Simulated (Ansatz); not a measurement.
LaC$_{2}$ (MoSi2 or CaC2 type, I4/mmm) at seven volumes, plane-wave PAW PBEsol (Ansatz code), shape and atoms relaxed at each. One row is withheld.

```json
[
 {"V (Å³/atom)": "14.994", "P (GPa)": "11.48"},
 {"V (Å³/atom)": "15.488", "P (GPa)": "7.01"},
 {"V (Å³/atom)": "15.982", "P (GPa)": "3.21"},
 {"V (Å³/atom)": "16.476", "P (GPa)": "0.00"},
 {"V (Å³/atom)": "16.971", "P (GPa)": "-2.71"},
 {"V (Å³/atom)": "17.465", "P (GPa)": "-4.99"},
 {"V (Å³/atom)": "17.959", "P (GPa)": "?"}
]
```

Task: Fit the shown pressures and predict the withheld one.

Result: Third-order Birch–Murnaghan: P = (3/2)B₀(x^(7/2) − x^(5/2))[1 + (3/4)(B′ − 4)(x − 1)] with x = (V₀/V)^(2/3). Least squares on the six rows gives V₀ = 16.477 Å³/atom, B₀ = 98.04 GPa, B′ = 4.58. At V = 17.959, x = 0.9442 and P = -6.94 GPa. The run itself gave -6.91 GPa.

The first step of the workflow began from a Materials Project structure, measured or hypothetical; the Crystallography Open Database files this formula in space group No. 139, but the cells were not matched. Whether it is the stable phase at ambient conditions was not checked. Symmetry was held in the PBEsol relaxation; whether a distortion lowers the energy is not shown. Spin–orbit coupling is left out wherever it is not named.

Potentials: the later of the program's two PAW sets.
